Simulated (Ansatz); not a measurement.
W (bcc (W type)), relaxed with LDA (Ansatz, a program for electronic structure, plane waves, PAW): a = 3.136 Å, b = 3.136 Å, c = 3.136 Å, α = 90.00°, β = 90.00°, γ = 90.00°.

```
Property              Value
--------------------  -----
B₀ by P(V) fit (GPa)    335
K_Hill (GPa)            335
G_Hill (GPa)            159
Θ_D (K)                 378
```

### Question
The same phase is relaxed and computed with PBEsol in the same code. What are the cell and these values now?

### Answer
a = b = c = 3.155 Å, α = β = γ = 90.00°.

* **B₀ by P(V) fit (GPa)**: 324
* **K_Hill (GPa)**: 323
* **G_Hill (GPa)**: 157
* **Θ_D (K)**: 377

All cells were relaxed under the symmetry of their starts (and spin orders); stability against distortions was not tested throughout. Named crystals with no word on spin ran without spin polarisation. Scalar-relativistic: spin–orbit coupling is off unless named, which matters more the heavier the elements.

Potentials: the earlier of the program's two PAW sets. The files were generated under PBE; for other functionals the program regenerates the frozen cores, and for LDA and PBEsol the local potential too.

Ansatz is a plane-wave DFT program.
